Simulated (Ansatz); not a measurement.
GaPt:
Space group P2₁3 (No. 198); a = b = c = 4.920 Å, α = β = γ = 90.00°

```
atom  site  symmetry       x       y       z
----  ----  --------  ------  ------  ------
Ga      4a       .3.  0.0928  0.0928  0.0928
Pt      4a       .3.  0.3989  0.3989  0.3989
```

Relaxed with r²SCAN.

Q: Which orbitals make up the states near the Fermi level in r²SCAN in the plane-wave PAW code Ansatz?

A: Within 0.5 eV of the Fermi level: Pt 5d 45 %, Ga 4p 35 %, Ga 4s 11 %. Projections are on Löwdin-orthogonalised atomic valence shells; empty p or d shells of many metals are not among them.

Q: Tabulate the density of states.

A: States/eV per cell of 8 atoms, in 0.25 eV bins, energy from the Fermi level.

```csv
E (eV),total,Pt 5d,Ga 4p,Ga 4s
-7.85,3.28,1.21,0.65,1.19
-7.60,2.86,1.22,0.45,1.03
-7.35,4.32,2.14,0.45,1.44
-7.10,0.10,0.03,0.04,0.02
-6.85,1.30,0.46,0.48,0.16
-6.60,2.35,1.02,0.78,0.25
-6.35,3.95,2.09,1.12,0.30
-6.10,5.82,3.37,1.57,0.32
-5.85,2.47,1.41,0.68,0.12
-5.60,5.78,3.83,1.28,0.17
-5.35,6.52,4.85,1.18,0.13
-5.10,5.92,4.65,0.98,0.10
-4.85,11.15,9.24,1.40,0.17
-4.60,16.80,14.77,1.36,0.23
-4.35,5.59,4.78,0.60,0.07
-4.10,7.47,6.20,0.97,0.10
-3.85,9.82,8.13,1.31,0.15
-3.60,10.06,8.30,1.27,0.18
-3.35,7.34,6.24,0.76,0.10
-3.10,9.74,8.22,1.00,0.23
-2.85,9.79,8.67,0.75,0.16
-2.60,12.21,10.63,1.04,0.25
-2.35,7.75,6.62,0.75,0.14
-2.10,6.48,5.56,0.57,0.12
-1.85,4.41,3.55,0.52,0.13
-1.60,4.74,3.70,0.66,0.16
-1.35,2.85,1.87,0.68,0.13
-1.10,3.12,2.00,0.75,0.12
-0.85,3.59,1.99,1.02,0.26
-0.60,3.26,1.63,1.05,0.30
-0.35,3.70,1.64,1.32,0.39
-0.10,2.19,0.90,0.85,0.22
0.15,0.84,0.40,0.28,0.09
0.40,0.74,0.39,0.19,0.11
0.65,0.99,0.47,0.28,0.17
0.90,1.51,0.63,0.47,0.30
1.15,2.17,0.80,0.76,0.42
1.40,3.24,1.06,1.22,0.49
1.65,1.71,0.54,0.58,0.35
1.90,1.75,0.53,0.54,0.42
2.15,2.46,0.75,0.59,0.80
2.40,2.51,0.64,0.68,0.73
2.65,3.84,0.85,1.05,1.18
2.90,4.13,0.82,1.26,1.20
3.15,2.77,0.49,0.92,0.78
3.40,2.51,0.41,0.97,0.56
3.65,3.84,0.56,1.53,0.74
3.90,3.73,0.50,1.62,0.63
4.15,3.34,0.40,1.49,0.54
4.40,3.07,0.34,1.41,0.47
4.65,3.02,0.32,1.38,0.46
```

Space group P2_13. The workflow started from a Materials Project entry (that database holds measured and hypothetical structures alike); the Crystallography Open Database copy checked does not list it. With Ga and Pt taken as one species the cell has the higher symmetry Pa-3, so it may be an ordered model of a mixed-site phase. Its standing as an ambient phase is unchecked. Symmetry was held in the r²SCAN relaxation; of distortions, only those at the zone centre were tested. The run is not spin-polarised. Scalar-relativistic: spin–orbit coupling is off unless named, which matters more the heavier the elements.

Potentials: the later of the program's two PAW sets.
